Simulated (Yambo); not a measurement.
Yambo run on KIO3 (space group R3c, No. 161). The wavefunctions are PBEsol (pw.x of Quantum ESPRESSO, ONCV potentials, without SOC) ones on a 2×2×2 mesh (34 occupied bands); a = 6.288 Å, b = 6.288 Å, c = 6.288 Å, α = 59.93°, β = 59.93°, γ = 59.93°.

Yambo input:

```
rim_cut
gw0
dyson
el_el_corr
HF_and_locXC
cohsex
em1s
RandQpts= 1000000
RandGvec= 1 Ry
EXXRLvcs= 84 Ry
VXCRLvcs= 336 Ry
Chimod= "HARTREE"
% BndsRnXs
 1 | 326 |
%
NGsBlkXs= 8 Ry
% LongDrXs
 1.0 | 1.0 | 1.0 |
%
ExtendOut
% QPkrange
 1 | 1 | 34 | 35 |
%
```

k points by index: 1 = Γ.

Table of the .qp output:

```
#    K-point    Band    Eo [eV]    E [eV]    E-Eo [eV]    Vxc [eV]    Vnlxc [eV]    Sc|Eo [eV]    Re(Z)    Im(Z)
#
    1    34    0.000000    -2.793265    -2.793265    -17.14922    -20.68529    0.742804    1.000000    0.000000
    1    35    2.856598    2.500233    -0.356364    -13.71771    -9.913698    -4.160380    1.000000    0.000000
```
(The two width columns are left out.) Convergence of these settings isn't established.

Geometry of the Materials Project entry, not relaxed at this level.

The structure is a Materials Project entry; no match was found in the copy of COD used, and its stability was not checked.
